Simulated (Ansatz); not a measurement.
RbCl:
Space group Fm-3m (No. 225); a = 6.543 Å, b = 6.543 Å, c = 6.543 Å, α = 90.00°, β = 90.00°, γ = 90.00°

```csv
atom,site,symmetry,x,y,z
Rb,4a,m-3m,0.0000,0.0000,0.0000
Cl,4b,m-3m,0.5000,0.5000,0.5000
```
(The calculation used a cell of 2 atoms; values per cell refer to that cell.)

Relaxed with PBEsol. Independent-particle spectrum: no excitons, no local fields, no scissors shift; 0.1 eV broadening; ε₁ of the summed bands alone.

### Question
Tabulate the dielectric function from PBEsol in the plane-wave PAW code Ansatz.

### Answer


```tsv
E (eV)	ε₁ xx	ε₂ xx
0.0	2.62	0.00
0.4	2.62	0.00
0.8	2.63	0.00
1.2	2.65	0.00
1.6	2.67	0.00
2.0	2.70	0.00
2.4	2.73	0.00
2.8	2.78	0.00
3.2	2.85	0.00
3.6	2.93	0.00
4.0	3.03	0.00
4.4	3.18	0.00
4.8	3.46	0.01
5.2	3.67	0.38
5.6	3.75	0.56
6.0	3.96	0.71
6.4	4.22	1.41
6.8	4.00	1.92
7.2	3.78	2.36
7.6	3.50	3.17
8.0	1.18	3.23
8.4	1.40	1.80
8.8	2.13	0.78
9.2	3.59	1.53
9.6	3.59	3.79
10.0	1.31	4.12
10.4	0.40	3.55
10.8	-0.43	2.73
11.2	-0.19	1.41
11.6	0.37	0.87
12.0	0.88	0.60
```

### Question
From ε at 5.4 eV (xx: 3.70 + 0.48i), find n, k, the normal reflectivity and the absorption coefficient.

### Answer
n = 1.93, k = 0.125, R = 10 %, α = 2kE/ħc = 68000 cm⁻¹.

With all bands, ε∞ without local fields is 2.65. DFPT, with local fields, gives 2.39.

Symmetry was held in the PBEsol relaxation. Spin–orbit coupling is left out wherever it is not named.

Potentials: the later of the program's two PAW sets.
